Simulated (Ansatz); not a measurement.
YSb:
```
CELL_PARAMETERS angstrom
      0.00000     3.03017     3.03017
      3.03017     0.00000     3.03017
      3.03017     3.03017     0.00000
ATOMIC_POSITIONS crystal
  Y  0.50000 0.50000 0.50000
  Sb 0.00000 0.00000 0.00000
```

Relaxed with LDA. Special points in fractions of this cell's reciprocal vectors: Γ (0.000, 0.000, 0.000); X (0.500, 0.000, 0.500); U (0.625, 0.250, 0.625); K (0.375, 0.375, 0.750); L (0.500, 0.500, 0.500); W (0.500, 0.250, 0.750).

Problem. List the band energies nearest the Fermi level at these points for LDA (plane waves, PAW; program Ansatz).

Solution. In eV from the Fermi level; about four levels below and three above (degenerate sets whole), none deeper than 8.9 eV; points with the same levels are listed once.

| k | below | above |
|---|---|---|
| Γ | – | 0.86 0.86 0.86 |
| X | -2.91 -0.66 -0.66 -0.56 | 2.70 3.17 3.74 3.74 |
| U | -8.67 -2.74 -2.71 -1.34 | 1.05 3.26 3.76 |
| L | -8.49 -4.36 -1.86 -1.86 | 3.01 3.01 3.30 |
| W | -8.64 -2.45 -2.45 -2.30 | 2.43 2.43 2.99 |

Space group Fm-3m (rock salt). The first step of the workflow began from a Materials Project structure, measured or hypothetical; the Crystallography Open Database files this formula in space group No. 225, but the cells were not matched. Its standing as an ambient phase is unchecked. The cell was relaxed with LDA under the symmetry of its start; of distortions, only those at the zone centre were tested. The run is not spin-polarised. Spin–orbit coupling is left out wherever it is not named.

Potentials: the later of the program's two PAW sets.
